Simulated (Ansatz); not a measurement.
GaCuSe2 (chalcopyrite)

```xyz
8
Lattice="-2.8360 2.8360 5.6316 2.8360 -2.8360 5.6316 2.8360 2.8360 -5.6316" Properties=species:S:1:pos:R:3 pbc="T T T"
Cu     0.0000     2.8360     2.8158
Cu     0.0000     0.0000     0.0000
Ga     2.8360     0.0000     2.8158
Ga     0.0000     0.0000     5.6316
Se     1.4180     1.3827    -1.4079
Se     1.4180     1.4533     4.2237
Se     1.4533    -1.4180     7.0395
Se     1.3827     4.2540     1.4079
```

The volume is varied about the relaxed value V₀ at fixed cell shape. The atoms relax within the cell's symmetry.

The numbers are results of PBE (plane waves to 420 eV, PAW, scalar-relativistic; Ansatz, an electronic-structure program), not measurements. k mesh 8×8×8 (Γ-centred), Fermi-Dirac smearing 0.05 eV. The energy includes the smearing's −TS. Stress and pressure are positive under compression. With the shape held, the modulus is that of even scaling; a crystal free to change shape is softer. At this level the bands of GaCuSe2 touch or barely overlap; measurements give the solid a gap. GaCuSe2 is run without spin polarisation. GaCuSe2 was relaxed with its symmetry unable to fall. The PAW data are Ansatz's earlier set. The zero of ΔE is the relaxed starting cell. The last digit holds for this mesh only.

```tsv
V (Å³/atom)	ΔE (meV/atom)
19.024	152.9
19.748	91.0
20.473	47.7
21.198	19.8
21.923	4.6
22.647	0.0
23.372	4.1
24.097	withheld
24.821	32.8
25.546	55.1
26.271	81.5
```

Question: Fit a third-order Birch-Murnaghan form (E₀, V₀, B₀, B₀′ free) to the given rows and predict ΔE at V = 24.097.

Answer: Least squares on the 10 given rows: ΔE = E₀ + (9V₀B₀/16)·y²·[2 + (B₀′ − 4)y], y = (V₀/V)^(2/3) − 1, with V₀ = 22.646 Å³/atom, B₀ = 60.15 GPa (160.2 GPa = 1 eV/Å³; the term in eV is multiplied by 1000), B₀′ = 4.86, E₀ = 0.00 meV/atom; root-mean-square residual 0.02 meV/atom. At 24.097 the fit gives 15.5 meV/atom; the calculation gives 15.5 meV/atom, the same to the digits shown. For the pressure the fit gives -3.2 GPa against the computed -3.2 GPa.

(Under strain, the slope of the energy per volume gives the stress and its curvature an elastic modulus.)
